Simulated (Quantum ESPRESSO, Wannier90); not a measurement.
**Be$_{5}$Pt (F-43m): Wannier90 run**

```
begin unit_cell_cart
ang
    0.0000000000    2.9813000000    2.9813000000
    2.9813000000    0.0000000000    2.9813000000
    2.9813000000    2.9813000000    0.0000000000
end unit_cell_cart
begin atoms_frac
Be  -0.2500000000 -0.2500000000 -0.2500000000
Be   0.3757400000  0.3757400000  0.3757400000
Be  -0.1272200000  0.3757400000  0.3757400000
Be   0.3757400000 -0.1272200000  0.3757400000
Be   0.3757400000  0.3757400000 -0.1272200000
Pt   0.0000000000  0.0000000000  0.0000000000
end atoms_frac
```

Structure: Materials Project mp-1072399, symmetrised, not relaxed again. Not found in the COD (Crystallography Open Database) copy used; not checked further. Method: PBEsol plane waves in Quantum ESPRESSO 7.5 (PseudoDojo norm-conserving files, 71 Ry, no spin polarisation, no spin-orbit coupling), Bloch states on a 4×4×4 mesh through Γ, Wannier90 4.0.1. Density: 12×12×12 mesh, cold smearing 0.01 Ry. Spin-orbit coupling is left out although heavy elements are present. The gap is small at this level and was sampled on the meshes and a path alone.

A tight-binding model is made by disentanglement and projection with no localisation steps (num_iter = 0), so the 29 orbitals stay atom-like: hydrogen-like Be: s;p; Pt: s;p;d, axes along x, y, z; frozen window up to 1.66 eV relative to the valence-band maximum. It follows pw.x to 12 meV rms for states up to 1.2 eV relative to the valence-band maximum. Matrix elements depend on this choice of orbitals and windows.

The 20 largest hoppings ⟨m,0|H|n,R⟩ between different sites (one of each Hermitian pair; signs follow the real orbitals' lobes; the list may end inside a set of equal values):

```tsv
m	n	R	distance of the centres (Å)	t (eV)
Be3 pz	Pt6 pz	0 1 0	2.52	2.349
Be2 py	Pt6 py	0 1 0	2.52	2.349
Be5 px	Pt6 px	0 1 0	2.52	2.349
Be2 pz	Pt6 pz	0 0 1	2.52	2.348
Be3 py	Pt6 py	0 0 1	2.52	2.348
Be2 px	Pt6 px	1 0 0	2.52	2.348
Pt6 px	Be3 px	0 0 0	2.52	2.348
Be4 px	Pt6 px	0 0 1	2.52	2.348
Pt6 pz	Be5 pz	0 0 0	2.52	2.347
Be5 py	Pt6 py	1 0 0	2.52	2.347
Be4 pz	Pt6 pz	1 0 0	2.52	2.346
Pt6 py	Be4 py	0 0 0	2.52	2.346
Be5 pz	Be3 px	1 0 -1	2.07	-2.336
Be2 px	Be5 py	0 0 1	2.07	2.336
Be2 px	Be4 pz	0 1 0	2.07	2.336
Be4 py	Be3 px	1 -1 0	2.07	-2.336
Be2 pz	Be4 px	0 1 0	2.07	2.335
Be2 pz	Be3 py	1 0 0	2.07	2.335
Be4 px	Be3 py	1 -1 0	2.07	-2.335
Be5 px	Be3 pz	1 0 -1	2.07	-2.334
```
